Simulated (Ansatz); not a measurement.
## Profile along the P–P line in P (black-P type, space group Cmce)

P (black-P type, space group Cmce)

```
P
1.0
    1.65109    -5.34545     0.00000
    1.65109     5.34545     0.00000
    0.00000     0.00000     4.46660
P
4
Direct
  0.40091   0.59909   0.58506
  0.59909   0.40091   0.41494
  0.90091   0.09909   0.91494
  0.09909   0.90091   0.08506
```

Fields along a shortest P–P line of a (010) plane (2.21 Å), from P to P, interpolated on the slice's grid (step about 0.2 Å). Method: r2SCAN+rVV10 (plane waves to 500 eV, PAW, scalar-relativistic; Ansatz, a quantum-chemistry and plane-wave program). k mesh 10×10×8. These are valence fields of a PAW run, semicore shells included where kept as valence: close to a nucleus they are smooth pseudo fields. P was relaxed with its symmetry unable to fall. The PAW data are Ansatz's earlier set.

```csv
distance from P (Å),valence electron density (e/Å³),electron localisation function
0.00,0.05,x
0.11,0.07,x
0.22,0.16,x
0.33,0.32,x
0.44,0.52,0.29
0.55,0.71,0.62
0.66,0.81,0.81
0.77,0.84,0.88
0.88,0.82,0.89
0.99,0.79,0.89
1.10,0.78,0.89
1.22,0.79,0.89
1.33,0.82,0.89
1.44,0.84,0.87
1.55,0.81,0.81
1.66,0.71,0.61
1.77,0.52,0.29
1.88,0.32,x
1.99,0.16,x
2.10,0.07,x
2.21,0.05,x
```

x: too close to a nucleus for the ELF to mean much.

Density on the P–P line (2.21 Å) at its midpoint: 0.78 e/Å³. ELF at that point: 0.9. ELF maximum in the middle third of the P–P line: 0.89, 1.1 Å from P.
